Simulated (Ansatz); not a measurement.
MoSe₂:
```xyz
6
Lattice="3.3206 0.0000 0.0000 -1.6603 2.8757 0.0000 0.0000 0.0000 15.1551" Properties=species:S:1:pos:R:3 pbc="T T T"
Mo     1.6603     0.9586    11.3663
Mo     0.0000     1.9171     3.7888
Se     0.0000     1.9171    13.0351
Se     1.6603     0.9586     2.1199
Se     1.6603     0.9586     5.4576
Se     0.0000     1.9171     9.6975
```

Relaxed with PBE. Special points in fractions of this cell's reciprocal vectors: Γ (0.000, 0.000, 0.000); M (0.500, 0.000, 0.000); K (0.333, 0.333, 0.000); A (0.000, 0.000, 0.500); L (0.500, 0.000, 0.500); H (0.333, 0.333, 0.500).

Question: List the band energies nearest the valence-band maximum at these points for DFT-PBE in the program Ansatz with PAW potentials.

Answer: In eV from the valence-band maximum; about four levels below and three above (degenerate sets whole), none deeper than 8.9 eV; points with the same levels are listed once.

```json
[
 {"k": "Γ", "below": "-1.17 -1.17 -1.17 -1.17 -0.48 -0.03", "above": "2.80 2.80 2.81 2.81"},
 {"k": "M", "below": "-0.71 -0.71 -0.71 -0.68", "above": "1.84 1.85 2.22"},
 {"k": "K", "below": "-2.12 -2.12 -0.04 0.00", "above": "1.43 1.43 2.44"},
 {"k": "A", "below": "-1.17 -1.17 -1.17 -1.17 -0.20 -0.20", "above": "2.81 2.81 2.81 2.81"},
 {"k": "L", "below": "-0.71 -0.71 -0.70 -0.70", "above": "1.85 1.85 2.26 2.26"},
 {"k": "H", "below": "-2.13 -2.13 -0.02 -0.02", "above": "1.43 1.43 2.56 2.56"}
]
```

Space group P6_3/mmc. Symmetry was held in the PBE relaxation. The run is not spin-polarised. The volume lies over 15 % above that of the usual cell of this phase: another minimum, or an error of the functional. A crystal of weakly bound layers computed without a dispersion correction: the cell and the soft elastic constants depend strongly on that. Scalar-relativistic: spin–orbit coupling is off unless named, which matters more the heavier the elements.

Potentials: the later of the program's two PAW sets.
